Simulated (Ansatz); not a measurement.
The relaxed structure here is a generated cell of LiNbO3: the first start was made by placing the elements on the sites of a structure type, and the end was not matched to a known phase here, so it may be hypothetical. Known forms of LiNbO3 include space group No. 161.

A relaxed cell of LiNbO$_{3}$ (P6₃/mmc (No. 194)), relaxed on a k-mesh at least as fine as the one used below. These are r2SCAN (plane waves to 500 eV, PAW, scalar-relativistic; Ansatz, a quantum-chemistry and plane-wave program) values and carry that method's errors. Γ-centred k-mesh 5×5×5 on the run's cell (coarser than for final values), Fermi–Dirac smearing 0.05 eV.

```xyz
10
Lattice="5.4771 0.0000 0.0000 -2.7385 4.7433 0.0000 0.0000 0.0000 5.3844" Properties=species:S:1:pos:R:3 pbc="T T T"
Li     0.0000     3.1622     4.0383
Li     2.7385     1.5811     1.3461
Nb     0.0000     0.0000     0.0000
Nb     0.0000     0.0000     2.6922
O      0.0000     1.4768     1.3461
O      1.4596     4.0049     1.3461
O     -1.4596     4.0049     1.3461
O      2.7385     3.2665     4.0383
O      1.2789     0.7384     4.0383
O      4.1981     0.7384     4.0383
```

The atoms are displaced by (Å):

| atom | ux | uy | uz |
|---|---|---|---|
| Li1 | 0.005 | 0.148 | 0.023 |
| Li2 | -0.055 | -0.163 | -0.050 |
| Nb3 | 0.090 | 0.058 | -0.047 |
| Nb4 | 0.071 | -0.050 | 0.068 |
| O5 | -0.081 | -0.038 | 0.085 |
| O6 | -0.035 | 0.048 | -0.046 |
| O7 | 0.120 | 0.019 | -0.048 |
| O8 | 0.120 | -0.026 | 0.084 |
| O9 | -0.043 | 0.046 | 0.000 |
| O10 | -0.117 | -0.011 | 0.075 |

Q: What forces (eV/Å) and pressure result?

A: 
```tsv
atom	Fx	Fy	Fz
Li1	0.11	0.14	0.10
Li2	0.36	-0.27	-0.06
Nb3	-2.74	-0.29	5.93
Nb4	-2.39	-0.69	-5.84
O5	0.93	-0.03	0.00
O6	1.53	-0.23	0.80
O7	-1.36	0.99	0.72
O8	-0.05	0.47	-0.60
O9	1.51	1.39	-0.62
O10	2.10	-1.47	-0.44
```

Pressure -2.4 GPa.

Q: Estimate the energy cost of the displacement in the harmonic approximation and compare with the calculation.

A: For a harmonic well ΔE = −½ Σ F·u = 0.854 eV a cell, or 85 meV/atom. The calculated energy relative to the undisplaced cell is +0.086 eV/atom, so the harmonic estimate holds well.

The undisplaced cell is probably no minimum: from this displacement the run went on to C2/m (No. 12), 0.559 eV/atom below it.

No spin polarisation in the result.
